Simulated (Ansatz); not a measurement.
# MgO: zone-centre modes at 26.2 GPa

All numbers below come from DFT PBEsol, scalar-relativistic, plane waves, PAW (Ansatz 0.2.0). Settings: 420 eV plane-wave cutoff, Γ-centred 10×10×10 mesh, fixed occupations. No spin polarisation. Phonons by linear response, acoustic sum rule imposed.

The cell is fixed (symmetry leaves no force on the atoms) and stands under 26.2 GPa:
```xyz
2
Lattice="0.0000 2.0191 2.0191 2.0191 0.0000 2.0191 2.0191 2.0191 0.0000" Properties=species:S:1:pos:R:3 pbc="T T T"
Mg    0.0000    0.0000    0.0000
O     2.0191    2.0191    2.0191
```

The cell is the ideal cubic rocksalt prototype.

Optical modes at Γ (transverse, no macroscopic field); i marks an imaginary frequency:
| frequency (cm⁻¹) | degeneracy | IR intensity of the level ((D/Å)²/amu) |
| --- | --- | --- |
| 510 | 3 | 26.64 |

All 3 optical modes at Γ are real: no displacement of atoms at fixed cell lowers the energy to second order. Strains and modes at other wave vectors aren't tested by this run.

```
Electronic dielectric constant ε∞ (principal values) : 3.12
Static dielectric constant ε0 (principal values)     : 7.5
Refractive index √ε∞, mean                           : 1.77
Kohn–Sham gap on the mesh                            : 5.95 eV
```

Born effective charges (e):
```
       atom Z*xx Z*yy Z*zz mean
Mg (atom 1)   1.93   1.93   1.93   1.93
 O (atom 2)  -1.93  -1.93  -1.93  -1.93
```